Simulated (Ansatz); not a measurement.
CuAu$_{3}$:
```
CELL_PARAMETERS angstrom
      3.93686     0.00000     0.00000
      0.00000     3.93686     0.00000
      0.00000     0.00000     3.93686
ATOMIC_POSITIONS crystal
  Cu 0.00000 0.00000 0.00000
  Au 0.50000 0.50000 0.00000
  Au 0.00000 0.50000 0.50000
  Au 0.50000 0.00000 0.50000
```

Relaxed with LDA. Special points in fractions of this cell's reciprocal vectors: Γ (0.000, 0.000, 0.000); X (0.000, 0.500, 0.000); M (0.500, 0.500, 0.000); R (0.500, 0.500, 0.500).

**Question.** List the band energies nearest the Fermi level at these points for DFT-LDA in the program Ansatz with PAW potentials.

**Answer.** In eV from the Fermi level; about four levels below and three above (degenerate sets whole), none deeper than 8.9 eV; … stands for higher levels left out; points with the same levels are listed once.

| k | below | above |
|---|---|---|
| Γ | -1.51 -1.51 -1.51 -1.50 -1.50 -1.50 | 0.87 0.87 0.87 |
| X | -2.23 -2.00 -1.51 -1.50 | 5.28 5.76 6.02 6.02 |
| M | -0.77 -0.19 -0.01 -0.01 | 8.43 9.07 … |
| R | -1.29 -1.23 -1.23 -1.23 | 3.15 3.15 3.15 |

Space group Pm-3m (Cu3Au type). The workflow started from a Materials Project entry (that database holds measured and hypothetical structures alike); the Crystallography Open Database files this formula in space group No. 221, but the cells were not matched. Whether it is the stable phase at ambient conditions was not checked. Symmetry was held in the LDA relaxation; of distortions, only those at the zone centre were tested. No spin polarisation was allowed. Spin–orbit coupling is left out wherever it is not named.

Potentials: the later of the program's two PAW sets.
